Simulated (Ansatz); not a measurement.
Input file for Ansatz (a program for electronic structure):

Ansatz 0.2 input:
```yaml
crystal:
  lattice:
    - [-1.6814149757, 1.6814149757, 1.6814149757]
    - [1.6814149757, -1.6814149757, 1.6814149757]
    - [1.6814149757, 1.6814149757, -1.6814149757]
  atoms:
    - { symbol: Li, position: [0.0, 0.0, 0.0] }
kpoints:
  mp_grid: { grid: [36, 36, 36] }
hamiltonian:
  xc: lda
  pseudopotentials: { azcp: { folder: ./paw }, kind: paw }
scf:
  occupations: { method: fermi_dirac, width: 0.1 }
elastic: { mode: relaxed_ion, stencil: two_point, amplitude: 0.005, f_tol: 0.0005 }
```

Output (shortened):

```
Pseudopotential: Li, paw, valence charge 3
Functional definition: SPW92
Crystal: 1 atoms, lattice volume = 19.014 Å³
Basis set: ecut = 420 eV, 369 PW (Γ)
Bands: 6, of which v1, the nominal top of the filled ones, is band 2 counted from 1 (1 counted from 0)
Symmetry: 48 space group operations
Space group: Im-3m (ITA 229), of the structure as read, at distance tolerance 2.7e-5 Å
k-points: 1240 of 46656
SCF iter   1: F=—  HF=-201.651838 eV  |F-HF|=—  |Δ(HF+E_count)|=         —  Δρ=5.92e-3  dr2=5.08e-3  ethr=3.10e-3  ⟨swp⟩=3.8  Hψ=56461  notcnv=0
preconditioner: auto → none
SCF iter   2: F=—  HF=-201.648138 eV  |F-HF|=—  |Δ(HF+E_count)|=   3.70e-3  Δρ=2.40e-3  dr2=9.62e-4  ethr=1.69e-4  ⟨swp⟩=2.4  Hψ=20297  notcnv=0  defer=4
SCF iter   3: F=—  HF=-201.647770 eV  |F-HF|=—  |Δ(HF+E_count)|=   3.68e-4  Δρ=1.59e-4  dr2=2.60e-6  ethr=3.21e-5  ⟨swp⟩=2.2  Hψ=12456  notcnv=0  defer=9
SCF iter   4: F=—  HF=-201.647779 eV  |F-HF|=—  |Δ(HF+E_count)|=   9.08e-6  Δρ=3.10e-6  dr2=6.35e-10  ethr=8.67e-8  ⟨swp⟩=2.3  Hψ=9240  notcnv=0  defer=9
SCF iter   5: F=—  HF=-201.647779 eV  |F-HF|=—  |Δ(HF+E_count)|=   1.42e-8  Δρ=7.34e-7  dr2=4.80e-11  ethr=2.12e-11  ⟨swp⟩=2.0  Hψ=9465  notcnv=0  defer=9
SCF iter   6: F=-201.647779 eV  HF=-201.647779 eV  |F-HF|=2.84e-14  |Δ(HF+E_count)|=  4.49e-11  Δρ=2.38e-8  dr2=5.13e-14  ethr=1.00e-12  ⟨swp⟩=2.6  Hψ=22656  notcnv=0
SCF 1 converged in 6 iterations: F = -201.647779 eV  dr2 = 5.13e-14
Crystal: 1 atoms, lattice volume = 18.919 Å³
Symmetry: 16 space group operations
k-points: 3349 of 46656
iter 1 solved again at ethr=1.65e-8 eV; its pass at ethr=3.10e-3 eV (dr2=4.96e-7 eV) is discarded
SCF iter   1: F=—  HF=-201.647752 eV  |F-HF|=—  |Δ(HF+E_count)|=         —  Δρ=4.71e-5  dr2=4.42e-7  ethr=1.65e-8  ⟨swp⟩=2.0  Hψ=204026  notcnv=0  defer=88
preconditioner: auto → none
SCF iter   2: F=—  HF=-201.647752 eV  |F-HF|=—  |Δ(HF+E_count)|=   6.50e-9  Δρ=2.36e-5  dr2=1.11e-7  ethr=1.47e-8  ⟨swp⟩=1.0  Hψ=19955  notcnv=0  defer=88
SCF iter   3: F=—  HF=-201.647752 eV  |F-HF|=—  |Δ(HF+E_count)|=   1.25e-8  Δρ=5.97e-7  dr2=4.90e-11  ethr=3.69e-9  ⟨swp⟩=1.9  Hψ=22869  notcnv=0  defer=88
SCF iter   4: F=—  HF=-201.647752 eV  |F-HF|=—  |Δ(HF+E_count)|=  4.82e-11  Δρ=5.26e-8  dr2=4.70e-13  ethr=1.63e-12  ⟨swp⟩=1.5  Hψ=21966  notcnv=0  defer=88
SCF iter   5: F=-201.647752 eV  HF=-201.647752 eV  |F-HF|=0.00e0  |Δ(HF+E_count)|=  8.53e-14  Δρ=3.09e-9  dr2=1.54e-15  ethr=1.00e-12  ⟨swp⟩=3.1  Hψ=41340  notcnv=0
SCF 2 converged in 5 iterations: F = -201.647752 eV  dr2 = 1.54e-15
Crystal: 1 atoms, lattice volume = 19.110 Å³
iter 1 solved again at ethr=2.16e-10 eV; its pass at ethr=3.10e-3 eV (dr2=6.48e-9 eV) is discarded
SCF iter   1: F=—  HF=-201.647759 eV  |F-HF|=—  |Δ(HF+E_count)|=         —  Δρ=3.93e-5  dr2=6.49e-9  ethr=2.16e-10  ⟨swp⟩=1.8  Hψ=200808  notcnv=0  defer=104
preconditioner: auto → none
SCF iter   2: F=—  HF=-201.647760 eV  |F-HF|=—  |Δ(HF+E_count)|=   3.57e-7  Δρ=1.97e-5  dr2=1.63e-9  ethr=2.16e-10  ⟨swp⟩=1.0  Hψ=19957  notcnv=0  defer=104
SCF iter   3: F=-201.647760 eV  HF=-201.647760 eV  |F-HF|=1.42e-13  |Δ(HF+E_count)|=   1.19e-7  Δρ=2.73e-8  dr2=5.67e-14  ethr=1.00e-12  ⟨swp⟩=3.1  Hψ=61090  notcnv=0
SCF 3 converged in 3 iterations: F = -201.647760 eV  dr2 = 5.67e-14
Crystal: 1 atoms, lattice volume = 19.014 Å³
Symmetry: 8 space group operations
k-points: 6346 of 46656
iter 1 solved again at ethr=1.07e-8 eV; its pass at ethr=3.10e-3 eV (dr2=3.22e-7 eV) is discarded
SCF iter   1: F=—  HF=-201.647763 eV  |F-HF|=—  |Δ(HF+E_count)|=         —  Δρ=3.63e-5  dr2=2.68e-7  ethr=1.07e-8  ⟨swp⟩=2.0  Hψ=386527  notcnv=0  defer=229
preconditioner: auto → none
SCF iter   2: F=—  HF=-201.647763 eV  |F-HF|=—  |Δ(HF+E_count)|=   6.02e-8  Δρ=1.89e-5  dr2=7.40e-8  ethr=8.94e-9  ⟨swp⟩=1.0  Hψ=37829  notcnv=0  defer=229
SCF iter   3: F=—  HF=-201.647763 eV  |F-HF|=—  |Δ(HF+E_count)|=   2.31e-8  Δρ=2.02e-7  dr2=1.42e-12  ethr=2.47e-9  ⟨swp⟩=1.0  Hψ=37829  notcnv=0  defer=229
SCF iter   4: F=—  HF=-201.647763 eV  |F-HF|=—  |Δ(HF+E_count)|=  4.69e-11  Δρ=3.84e-8  dr2=2.59e-13  ethr=1.00e-12  ⟨swp⟩=4.1  Hψ=88160  notcnv=0
SCF iter   5: F=-201.647763 eV  HF=-201.647763 eV  |F-HF|=2.84e-14  |Δ(HF+E_count)|=  1.71e-13  Δρ=2.21e-9  dr2=3.48e-16  ethr=1.00e-12  ⟨swp⟩=2.9  Hψ=76393  notcnv=0
SCF 4 converged in 5 iterations: F = -201.647763 eV  dr2 = 3.48e-16
Crystal: 1 atoms, lattice volume = 19.014 Å³
iter 1 solved again at ethr=6.54e-11 eV; its pass at ethr=3.10e-3 eV (dr2=1.96e-9 eV) is discarded
SCF iter   1: F=—  HF=-201.647763 eV  |F-HF|=—  |Δ(HF+E_count)|=         —  Δρ=2.17e-5  dr2=1.96e-9  ethr=6.54e-11  ⟨swp⟩=1.7  Hψ=380248  notcnv=0  defer=102
preconditioner: auto → none
SCF iter   2: F=—  HF=-201.647763 eV  |F-HF|=—  |Δ(HF+E_count)|=   1.07e-7  Δρ=1.08e-5  dr2=4.94e-10  ethr=6.54e-11  ⟨swp⟩=1.0  Hψ=37829  notcnv=0  defer=102
SCF iter   3: F=-201.647763 eV  HF=-201.647763 eV  |F-HF|=5.68e-14  |Δ(HF+E_count)|=   3.56e-8  Δρ=1.83e-8  dr2=2.28e-14  ethr=1.00e-12  ⟨swp⟩=2.8  Hψ=112117  notcnv=0
SCF 5 converged in 3 iterations: F = -201.647763 eV  dr2 = 2.28e-14
SCF converged after 6 iterations
Free energy (F): -201.647779 eV
Harris-Foulkes:  -201.647779 eV  (|F-HF|=2.84e-14)
Internal energy: -201.631839 eV  (E = F + TS)
E sigma→0 (E₀):  -201.639809 eV
Entropy (-TS):   -0.015941 eV (-15.941 meV/atom)
Fermi energy:    1.102011 eV
--- Per-component energies (eV) ---
  E_band       = -89.061670
  E_kinetic    = 15.828372
  E_local      = -137.705181  (includes V_loc(G=0)·N_el)
  E_nonlocal   = -19.528535
  E_hartree    = 39.510251
  E_xc         = -8.198255
  E_vxc        = -10.675101  (∫ρ·V_xc dr)
  E_paw        = -21.414328  (= ΣΔE_a)
  E_vpaw       = -16.001990  (= ΣTr[D̂ρ^β])
  E_aug_tail   = 0.000264  (compensation charges beyond the density's cutoff)
  E_ewald      = -70.124426
  E_smearing   = -0.015941  (= −TS)
  E_closure    = 0.000000  (closes the sum)
  Σ components = -201.647779   (vs F -201.647779, Δ=0.00e0)
  [band-id]    e_kinetic+e_local+e_nonlocal+2·e_hartree+e_vxc+e_vpaw+e_augmentation_tail = -89.061669   (vs E_band -89.061670, Δ=9.94e-7)
--- Forces (eV/Å), atoms counted from 1 ---
  atom   1  Li     0.00000000     0.00000000     0.00000000
  max |Σ_I F_I| component: 0.0 eV/Å
--- Stress (GPa, compression-positive) ---
        0.005834       0.000000       0.000000
        0.000000       0.005834       0.000000
        0.000000       0.000000       0.005834
  P = ⅓ Tr σ = 0.0058 GPa (0.058 kbar)
--- Band table (eV; the first three rows and the last of 1240) ---
  k-point 0: bands = ["-44.4120", "-2.4913", "16.0955", "16.0955", "16.0955", "21.2518"]
  k-point 1: bands = ["-44.4118", "-2.4766", "16.0001", "16.0138", "16.0700", "20.9571"]
  k-point 2: bands = ["-44.4112", "-2.4327", "15.7080", "15.7895", "15.9942", "20.2546"]
  k-point 1239: bands = ["-44.3658", "6.7520", "6.7520", "6.7520", "9.2294", "9.2294"]
--- Elastic constants: 2 strain directions × 2 members + reference (group order 48) ---
  dense FFT box of the reference and of every strained cell: 20×20×20
  strains applied: 11, 23; error gains: componentwise 1.00 (the most a stress slope's error grows in a printed constant), spectral 1.73 (1 for all six strains …
  C = ∂σ_k/∂η_j (tension-positive GPa; Voigt order 11 22 33 23 13 12):
        15.829     14.625     14.625      0.000      0.000      0.000
        14.625     15.829     14.625      0.000      0.000      0.000
        14.625     14.625     15.829      0.000      0.000      0.000
         0.000      0.000      0.000     11.272      0.000      0.000
         0.000      0.000      0.000      0.000     11.272      0.000
         0.000      0.000      0.000      0.000      0.000     11.272
  reference stress σ⁰ (GPa):     -0.006     -0.006     -0.006      0.000      0.000      0.000
  C* (energy form; C + prestress term) asymmetry max|C*_kj − C*_jk| = 1.776e-15 GPa — a small one proves nothing (zero by symmetry where the batch's group is …
  moduli (Voigt/Reuss/Hill, GPa): K = 15.03/15.03/15.03   G = 7.00/1.39/4.20   E = 11.52   ν = 0.372
  mechanically stable: yes (min eigenvalue of sym C = 1.20 GPa)
  where every solve meets its electron count the energy-path curvature estimates C_jj along a normal strain and C_jj − ¼(σ⁰_aa + σ⁰_bb) along a shear (ab), of …
  strain η (Voigt 11):  stress-route row diagonal C_11 = 15.83 GPa, energy-path curvature d²(F+E_count+ΔE)/dδ²/Ω₀ = 15.83 GPa
         δ    σ_11 (GPa)             F (eV)   n_scf  n_hpsi   n_pw
    -5.000e-3      -0.0860        -201.6477524       5  345684    382   relax 0 steps, max|allowed force component| 0.00e0 eV/Å
     5.000e-3       0.0723        -201.6477597       3  317573    386   relax 0 steps, max|allowed force component| 0.00e0 eV/Å
  strain η (Voigt 23):  stress-route row diagonal C_44 = 11.27 GPa, energy-path curvature d²(F+E_count+ΔE)/dδ²/Ω₀ = 11.27 GPa
         δ    σ_23 (GPa)             F (eV)   n_scf  n_hpsi   n_pw
    -5.000e-3      -0.0564        -201.6477628       5  694268    384   relax 0 steps, max|allowed force component| 0.00e0 eV/Å
     5.000e-3       0.0564        -201.6477628       3  597656    384   relax 0 steps, max|allowed force component| 0.00e0 eV/Å
```

Cost: roughly 6 core-minutes on shared cores.

The LDA relaxation kept the symmetry of its start. As this level gives no gap, shear constants depend on the k-mesh and smearing (Fermi–Dirac, 0.1 eV here).

Potentials: the earlier of the program's two PAW sets.

Ansatz is a plane-wave DFT program.
